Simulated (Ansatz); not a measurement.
**Random displacements in Al**

These are results of DFT PBEsol, scalar-relativistic, plane waves, PAW (Ansatz), not measurements. The runs took a 420 eV cutoff, a Γ-centred 10×10×10 mesh and Gaussian smearing (0.15 eV). No spin polarisation. Energies are free energies at this smearing, counted from the undisturbed cell; pressure is positive in compression.

Reference structure (as given, not relaxed at this level):

```
CELL_PARAMETERS angstrom
-4.04796 4.04796 0.00000
-4.04796 0.00000 4.04796
0.00000 4.04796 4.04796
ATOMIC_POSITIONS crystal
Al 0.00000 0.00000 0.00000
Al 0.50000 0.00000 0.00000
Al 0.00000 0.50000 0.00000
Al 0.00000 0.00000 0.50000
Al 0.50000 0.50000 0.00000
Al 0.50000 0.00000 0.50000
Al 0.00000 0.50000 0.50000
Al 0.50000 0.50000 0.50000
```

The atoms are displaced (Å, in the unstrained cell):

```
atom ux uy uz
 Al1  -0.272  -0.380   0.435
 Al2   0.395  -0.354   0.018
 Al3  -0.005   0.056   0.001
 Al4   0.078   0.083  -0.263
 Al5   0.296  -0.429   0.166
 Al6   0.162   0.299   0.015
 Al7  -0.104   0.580  -0.445
 Al8  -0.551   0.143   0.073
```

Strain (Voigt, engineering shear): (-0.0192, -0.0070, 0.0172, 0.0134, 0.0175, 0.0136).

Q: What are the energy change, the stress and the forces?

A: ΔE = 475.7 meV/atom; stress (xx, yy, zz, yz, xz, xy; compression positive) (17.41, 10.25, 12.59, 0.99, 0.96, -0.43) GPa.
```tsv
atom	Fx (eV/Å)	Fy	Fz
Al1	4.26	-0.25	-0.41
Al2	-2.01	1.76	-0.35
Al3	0.58	-2.05	1.12
Al4	0.59	0.04	1.02
Al5	-2.13	1.95	-0.85
Al6	-1.83	0.43	-0.70
Al7	-1.07	-2.13	1.70
Al8	1.60	0.24	-1.52
```

Cost: 1 run of about 2.2 core-minutes, on Intel Xeon Platinum 8175M (Skylake/Cascade Lake) (shared hosts).